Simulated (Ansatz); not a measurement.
SiSnGeC:
```xyz
4
Lattice="3.2740 0.0000 0.0000 0.0000 3.9446 0.0000 0.0000 0.0000 5.5603" Properties=species:S:1:pos:R:3 pbc="T T T"
C      0.0000     0.0000     5.4240
Si     1.6370     0.0000     0.8520
Ge     1.6370     1.9723     2.2025
Sn     0.0000     1.9723     4.3118
```

Relaxed with r²SCAN. Special points in fractions of this cell's reciprocal vectors: Γ (0.000, 0.000, 0.000); X (0.500, 0.000, 0.000); S (0.500, 0.500, 0.000); Y (0.000, 0.500, 0.000); Z (0.000, 0.000, 0.500); U (0.500, 0.000, 0.500); R (0.500, 0.500, 0.500); T (0.000, 0.500, 0.500).

Problem. List the band energies nearest the Fermi level at these points for DFT-r²SCAN in the program Ansatz with PAW potentials.

Solution. In eV from the Fermi level; about four levels below and three above (degenerate sets whole), none deeper than 8.9 eV; points with the same levels are listed once.

```csv
k,below,above
Γ,-4.30 -2.67 -1.25 -1.02,0.68 2.21 2.52
X,-4.91 -4.83 -3.57 -2.09,1.17 1.33 2.63
S,-3.67 -3.55 -1.54 -0.33,1.09 2.13 6.61
Y,-7.45 -6.21 -4.60 -3.97,2.10 2.20 2.85
Z,-5.09 -5.00 -4.24 -2.49,0.01 1.34 1.67
U,-2.95 -2.60 -2.02 -1.09,0.44 3.14 3.54
R,-5.49 -5.18 -4.94 -4.89,2.48 2.78 3.23
T,-8.26 -3.96 -2.67 -2.40,0.69 0.78 2.67
```

Space group Pmm2. The start of the workflow was typed in or built on a structure type; neither database checked (COD, Materials Project) lists it. Whether it is the stable phase at ambient conditions was not checked. The cell keeps a stress of up to 0.2 GPa. The cell was relaxed with r²SCAN under the symmetry of its start; whether a distortion lowers the energy is not shown. Its formation energy is positive at this level, so the cell may be metastable or incomplete. Scalar-relativistic: spin–orbit coupling is off unless named, which matters more the heavier the elements.

Potentials: the later of the program's two PAW sets.
